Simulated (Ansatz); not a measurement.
SiNi in space group Pmmn (No. 59; Si on 2a, Ni on 2a), the program Ansatz at the LDA level (PAW), all energies at zero smearing, with the estimated change up to a 700 eV cutoff added, with one set of potentials and settings (totals compare only within such a set). Cell of 4 atoms (2 Si, 2 Ni): -12766.301 eV.

```
element                             reference phase  E (eV/atom)
-------  ------------------------------------------  -----------
Si                       Fd-3m, 2 atoms in the cell    -608.6500
Ni       Fm-3m, 1 atoms in the cell, spin-polarised   -5773.3873
```

Formation energy per atom, worked out: (-12766.301 − 2×(-608.6500) − 2×(-5773.3873))/4 = -0.557 eV/atom (-54 kJ per mol of atoms), at 0 K, without zero-point energy or fitted corrections.

The workflow started from a Materials Project entry (that database holds measured and hypothetical structures alike); the Crystallography Open Database copy checked does not list it. It is not the phase usual at ambient conditions (space group No. 62). Symmetry was held in the LDA relaxation; whether a distortion lowers the energy is not shown. No spin polarisation was allowed. The references are the lowest solids computed at this level, not always the standard phases.

Potentials: the earlier of the program's two PAW sets. The files were generated under PBE; for other functionals the program regenerates the frozen cores, and for LDA and PBEsol the local potential too.
